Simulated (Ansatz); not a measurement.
## RbVF$_{3}$: do energies and stresses tell the same story?

These are results of DFT PBEsol, scalar-relativistic, plane waves, PAW in Ansatz 0.2.0, not measurements.

Cutoff 420 eV; k points 8×8×8 on the computed 5-atom cell (Γ-centred); Gaussian smearing, width 0.02 eV; collinear spin from starting moments 0 2.42 0 0 0 μB.

Relaxed cell: Pm-3m, a = 4.151 Å, b = 4.151 Å, c = 4.151 Å, α = 90.00°, β = 90.00°, γ = 90.00°, 5 atoms in the primitive cell. Whether it is the stable form of this composition wasn't checked.

Energies at zero smearing and pressures from the stress tensor, at volumes with shape and atoms relaxed:
| V (Å³/atom) | E − E(first) (meV/atom) | P (GPa) |
| --- | --- | --- |
| 12.589 | 0.00 | 13.46 |
| 13.019 | -30.15 | 9.16 |
| 13.448 | -49.73 | 5.56 |
| 13.877 | -60.44 | 2.53 |
| 14.306 | -63.71 | -0.01 |
| 14.735 | -60.72 | -2.14 |
| 15.165 | -52.56 | -3.93 |
| 15.737 | -34.90 | -5.88 |

**Question.** Check P = −dE/dV between neighbouring volumes, and get the bulk modulus from the pressures alone.

**Answer.** With 1 eV/Å³ = 160.2 GPa:
| middle V (Å³/atom) | −ΔE/ΔV (GPa) | mean P (GPa) |
| --- | --- | --- |
| 12.804 | 11.254 | 11.314 |
| 13.233 | 7.311 | 7.361 |
| 13.662 | 4.000 | 4.045 |
| 14.092 | 1.221 | 1.262 |
| 14.521 | -1.115 | -1.074 |
| 14.950 | -3.049 | -3.036 |
| 15.451 | -4.943 | -4.906 |

The two differ by 0.06 GPa at most. The mean of two end pressures misses the average over a step by about ΔV² P″/12, up to 0.06 GPa here; with that taken off 0.01 GPa remains. Around V = 14.306 Å³/atom, the two neighbours give B = −V ΔP/ΔV = 14.306 × 4.67 / 0.858 = 77.9 GPa, against B0 = 77.5 GPa from the Birch–Murnaghan fit of the energies.

The cell holds one magnetic atom, so it can only be ferromagnetic; an antiferromagnetic order may lie lower.

Only this magnetic start was tried.

Symmetry holds off the tilts and polar distortions that many cubic perovskites undergo.

Cost: 9 runs of about 3.2 core-minutes in all, on Arm Neoverse V2 (shared hosts).